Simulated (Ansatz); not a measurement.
# Rb2H4Pt, first-principles data

Rb2H4Pt:
```yaml
crystal:
  lattice:
    - [5.86652, 0.00000, 0.00000]
    - [0.00000, 5.86652, 0.00000]
    - [0.00000, 0.00000, 8.41783]
  atoms:
    - { symbol: Rb, position: [0.00000, 0.50000, 0.25000] }
    - { symbol: Rb, position: [0.00000, 0.50000, 0.75000] }
    - { symbol: Rb, position: [0.50000, 0.00000, 0.25000] }
    - { symbol: Rb, position: [0.50000, 0.00000, 0.75000] }
    - { symbol: H, position: [0.50000, 0.50000, 0.30416] }
    - { symbol: H, position: [0.50000, 0.50000, 0.69584] }
    - { symbol: H, position: [0.00000, 0.00000, 0.80416] }
    - { symbol: H, position: [0.00000, 0.00000, 0.19584] }
    - { symbol: H, position: [0.30119, 0.69881, 0.50000] }
    - { symbol: H, position: [0.69881, 0.30119, 0.50000] }
    - { symbol: H, position: [0.80119, 0.80119, 0.00000] }
    - { symbol: H, position: [0.19881, 0.19881, 0.00000] }
    - { symbol: Pt, position: [0.50000, 0.50000, 0.50000] }
    - { symbol: Pt, position: [0.00000, 0.00000, 0.00000] }
```

Space group P4_2/mnm (No. 136); conventional cell a = b = 5.867 Å, c = 8.418 Å, α = β = γ = 90.00°.

Method: plane-wave PAW r²SCAN (Ansatz code). Geometry: relaxed at this level of theory. Other levels are named where they apply.

**Cell and energy**

| Property | Result |
|---|---|
| Volume per atom | 20.69 Å³ |
| Density | 4.24 g/cm³ |
| Formation energy from the elements (no fitted shifts) | -0.48 eV/atom |

**Electronic structure**

| Quantity | Value |
|---|---|
| Band gap | 3.64 eV (smallest direct gap 3.64 eV) |
| Valence-band maximum | on the M–Γ line, 75 % of the way from M |
| Conduction-band minimum | on the M–Γ line, 38 % of the way from M (4 equivalent valleys) |
| Electron effective mass | 0.75, 0.89, 0.97 mₑ (principal values) |
| Electron effective mass with spin–orbit coupling | 0.79, 0.88, 1.1 mₑ (principal values) |
| Hole effective mass with spin–orbit coupling | 8.6 along z (mₑ) |
| HSE06 gap on the r²SCAN cell | 4.45 eV |
| Gap with spin–orbit coupling | 3.30 eV |

**Mechanics**

| Quantity | Result |
|---|---|
| Bulk modulus (Birch–Murnaghan fit) | 15.7 GPa |
| Pressure derivative B′ | 4.5 |

**Charges**

| Item | Result |
|---|---|
| Bader charges | Rb +0.82, H -0.35, Pt -0.24 e |

The workflow started from a Materials Project entry (that database holds measured and hypothetical structures alike); the Crystallography Open Database copy checked does not list it. Its standing as an ambient phase is unchecked. Symmetry was held in the r²SCAN relaxation; whether a distortion lowers the energy is not shown. No spin polarisation was allowed. The references are the lowest solids computed at this level, not always the standard phases (solids in place of the gases). Scalar-relativistic: spin–orbit coupling is off unless named, which matters more the heavier the elements.

Potentials: the later of the program's two PAW sets.
